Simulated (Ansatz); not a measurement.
Starting cell, AlN (zinc blende):

```
AlN
1.0
    0.00000     2.20161     2.20161
    2.20161     0.00000     2.20161
    2.20161     2.20161     0.00000
N Al
1 1
Direct
  0.75000   0.75000   0.75000
  0.00000   0.00000   0.00000
```

In this cell atom 2 (Al, nearest neighbour N at 1.907 Å; its periodic images, 3.1 Å or more away, move with it) is moved by s along Cartesian [110], unit vector (0.707, 0.707, 0.000); all other atoms and the cell stay fixed.

Level of theory: PBE (plane waves to 420 eV, PAW, scalar-relativistic; Ansatz, a quantum-chemistry and plane-wave program). k mesh 10×10×10 (Γ-centred), Fermi-Dirac smearing 0.05 eV. Stress and pressure are positive under compression. F∥ is the force on the atom along that direction. F⊥ is the part of the force across the line. AlN was relaxed with its symmetry unable to fall. 

```csv
s (Å),P (GPa),|F⊥| (eV/Å),F∥ (eV/Å)
-0.380,17.9,4.565,6.433
-0.304,11.1,2.811,…
-0.228,6.1,1.533,3.390
-0.152,2.7,0.666,…
-0.076,0.7,…,1.048
0.000,0.0,0.000,0.000
0.076,0.7,…,-1.048
0.152,2.7,0.666,…
0.228,6.1,1.533,-3.390
0.304,11.1,2.811,…
0.380,17.9,4.565,-6.433
```

Problem. Some entries are withheld; supply them.

Solution. 
- -0.304, F∥ (eV/Å): 4.799
- -0.152, F∥ (eV/Å): 2.158
- -0.076, |F⊥| (eV/Å): 0.164
- 0.076, |F⊥| (eV/Å): 0.164
- 0.152, F∥ (eV/Å): -2.158
- 0.304, F∥ (eV/Å): -4.799

(For displaced atoms, the force is minus the slope of the energy, and its curvature is a force constant, which sets phonon frequencies.)
